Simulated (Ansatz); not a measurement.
La2AlGe:
```
La2AlGe
1.0
    0.00000     2.31289    -5.82121
    0.00000     2.31289     5.82121
    4.16947     0.00000     0.00000
La Al Ge
2 1 1
Direct
  0.35997   0.64003   0.00000
  0.64378   0.35622   0.50000
  0.06675   0.93325   0.00000
  0.92950   0.07050   0.50000
```

Relaxed with r²SCAN. Special points in fractions of this cell's reciprocal vectors: Γ (0.000, 0.000, 0.000); Y (-0.500, 0.500, 0.000); C0 (-0.289, 0.711, 0.000); Σ0 (0.289, 0.289, 0.000); Z (0.000, 0.000, 0.500); A0 (0.289, 0.289, 0.500); E0 (-0.289, 0.711, 0.500); T (-0.500, 0.500, 0.500); S (0.000, 0.500, 0.000); R (0.000, 0.500, 0.500).

**Question.** List the band energies nearest the Fermi level at these points for DFT-r²SCAN in the program Ansatz with PAW potentials.

**Answer.** In eV from the Fermi level; about four levels below and three above (degenerate sets whole), none deeper than 8.9 eV; points with the same levels are listed once.

| k | below | above |
|---|---|---|
| Γ | -1.65 -1.60 -0.98 -0.94 | 0.71 1.02 1.48 |
| Y | -1.43 -1.19 -0.84 -0.38 | 1.14 1.55 1.81 |
| C0 | -3.00 -1.80 -1.59 -1.05 | 0.60 0.94 1.23 |
| Z | -2.08 -1.99 -1.18 -0.51 | 0.03 1.86 1.88 |
| A0 | -2.63 -2.22 -1.28 -0.65 | 0.23 0.42 1.65 |
| T | -2.94 -1.96 -1.66 -0.62 | 0.03 0.18 1.15 |
| S | -2.93 -1.78 -1.77 -1.10 | 0.70 0.93 1.39 |
| R | -2.36 -1.96 -1.50 -0.90 | 0.21 0.43 1.91 |

Space group Amm2. The workflow started from a Materials Project entry (that database holds measured and hypothetical structures alike); the Crystallography Open Database copy checked does not list it. With Al and Ge taken as one species the cell has the higher symmetry Cmcm, so it may be an ordered model of a mixed-site phase. Whether it is the stable phase at ambient conditions was not checked. The r²SCAN relaxation kept the symmetry of its start; its stability against distortions is not shown here. Scalar-relativistic: spin–orbit coupling is off unless named, which matters more the heavier the elements.

Potentials: the earlier of the program's two PAW sets.
